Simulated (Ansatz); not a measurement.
The start is a randomly generated symmetric cell of Ir (space group No. 191). A full variable-cell relaxation at zero pressure is run with PBEsol (plane waves to 420 eV, PAW, scalar-relativistic; Ansatz, a first-principles code). The first steps use a coarse 14×14×6 k-mesh.

Input geometry:
```
Ir
1.0
    2.62171     0.00000     0.00000
   -1.31085     2.27046     0.00000
    0.00000     0.00000     5.44643
Ir
2
Cartesian
  0.00000   0.00000   3.72782
  0.00000   0.00000   1.71860
```

Outcome: The space group stays P6/mmm (No. 191) (the run could not lower it); the end is AFLOW prototype A_hP1_191_a (A_f, as in Sn), with 1 atom in the primitive cell
Energy released: about 1.3 eV/atom
Shortest distances (start → end): The closest pairs of elements (up to four, under 3.6 Å), start → end: Ir–Ir 2.01 → 2.57 Å
Band gap at the end: no gap (metallic)
Optimiser moves: 14

Final structure:

Space group P6/mmm (No. 191); a = 2.629 Å, b = 2.629 Å, c = 2.566 Å, α = 90.00°, β = 90.00°, γ = 120.00°

```
atom  site  symmetry       x       y       z
----  ----  --------  ------  ------  ------
Ir      1b     6/mmm  0.0000  0.0000  0.5000
```

Final values are on a 20×20×18 k-mesh of the relaxed cell. The start holds a very short contact (Ir–Ir 2.01 Å). No spin polarisation in the result.

The run could not lower the symmetry of its start; a shaken copy of this end point relaxes with PBEsol to P6₃/mmc (No. 194), 0.56 eV/atom lower.

The relaxed structure here is a generated cell of Ir: the first start was made by a random draw of sites in a space group, and the end was not matched to a known phase here, so it may be hypothetical. Known forms of Ir include space group No. 225.
